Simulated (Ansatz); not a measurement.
**Cd5Te3Se2 (I-4m2) at 2 levels of theory**

One geometry, relaxed with PBE; plane waves with PAW potentials in Ansatz, scalar-relativistic. No spin polarisation. Gaps are the least over mesh and band path; pressure is positive in compression.

```cif
data_structure
_symmetry_space_group_name_H-M 'I-4m2'
_symmetry_Int_Tables_number 119
_cell_length_a 4.5642
_cell_length_b 4.5642
_cell_length_c 32.1777
_cell_angle_alpha 90.000
_cell_angle_beta 90.000
_cell_angle_gamma 90.000
_cell_volume 670.33
loop_
_atom_site_label
_atom_site_type_symbol
_atom_site_symmetry_multiplicity
_atom_site_Wyckoff_symbol
_atom_site_fract_x
_atom_site_fract_y
_atom_site_fract_z
_atom_site_occupancy
Cd1 Cd 4 e 0.50000 0.50000 0.39438 1
Cd2 Cd 2 b 0.50000 0.50000 0.00000 1
Cd3 Cd 4 e 0.50000 0.50000 0.19735 1
Te1 Te 4 f 0.00000 0.50000 0.05286 1
Te2 Te 2 c 0.00000 0.50000 0.25000 1
Se1 Se 4 f 0.50000 0.00000 0.15146 1
```

```csv
level,cutoff (eV),k mesh,gap (eV),pressure (GPa)
PBE,420,12×12×12,0.43,0.0
```

Task: What comes out on the same cell with PBEsol?

Result:
```tsv
level	cutoff (eV)	k mesh	gap (eV)	pressure (GPa)
PBEsol	420	12×12×12	0.32	-2.3
```

Spin-orbit coupling matters for the bands of heavy elements and is left out.

The structure comes from a generated guess; another structure or a mixture of phases may lie lower.
